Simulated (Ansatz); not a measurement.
InAs (CsCl type, Pm-3m) at seven volumes, PBE (plane waves, PAW; program Ansatz), scaled uniformly. One row is withheld.

| V (Å³/atom) | P (GPa) |
|---|---|
| 20.768 | ? |
| 21.452 | 4.06 |
| 22.137 | 1.87 |
| 22.822 | 0.00 |
| 23.506 | -1.58 |
| 24.191 | -2.90 |
| 24.876 | -3.96 |

Fit the shown pressures and predict the withheld one.

P = (3/2)B₀(x^(7/2) − x^(5/2))[1 + (3/4)(B′ − 4)(x − 1)] with x = (V₀/V)^(2/3). Least squares on the six rows gives V₀ = 22.818 Å³/atom, B₀ = 56.8 GPa, B′ = 4.85. At V = 20.768, x = 1.0648 and P = 6.72 GPa. The run itself gave 6.70 GPa.

The cell is a constructed one: a structure type filled with these elements; neither database checked (COD, Materials Project) lists it. It is not the phase usual at ambient conditions (space group No. 216). The PBE relaxation kept the symmetry of its start; its stability against distortions is not shown here.

Potentials: the later of the program's two PAW sets.
